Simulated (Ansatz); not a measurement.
Here is the system:

WO3:
```
WO3
1.0
    5.31456     0.00000     0.00000
    0.00000     5.31456     0.00000
    0.00000     0.00000     3.93479
W O
2 6
Direct
  0.50000   0.00000   0.93523
  0.00000   0.50000   0.06477
  0.50000   0.00000   0.48959
  0.00000   0.50000   0.51041
  0.25000   0.25000   0.00000
  0.25000   0.75000   0.00000
  0.75000   0.75000   0.00000
  0.75000   0.25000   0.00000
```

This is the PBEsol-relaxed structure. Tensor components refer to the Cartesian frame of this cell.

All from the program Ansatz at the PBEsol level (PAW), unless another level is named. Give the HSE06 gap on the PBEsol cell.

1.75 eV.

Give the electron effective mass.

0.16 along x (mₑ).

Give the gap with spin–orbit coupling.

0.52 eV.

And the conduction-band minimum?

at Γ.

Space group P4/nmm. The first step of the workflow began from a Materials Project structure, measured or hypothetical; the Crystallography Open Database files this formula in space group No. 129, but the cells were not matched. Its standing as an ambient phase is unchecked. The PBEsol relaxation kept the symmetry of its start. At this level the phase is dynamically unstable (imaginary phonons). The run is not spin-polarised. No Hubbard U is applied. Spin–orbit coupling is left out wherever it is not named.

Potentials: the earlier of the program's two PAW sets. The files were generated under PBE; for other functionals the program regenerates the frozen cores, and for LDA and PBEsol the local potential too.
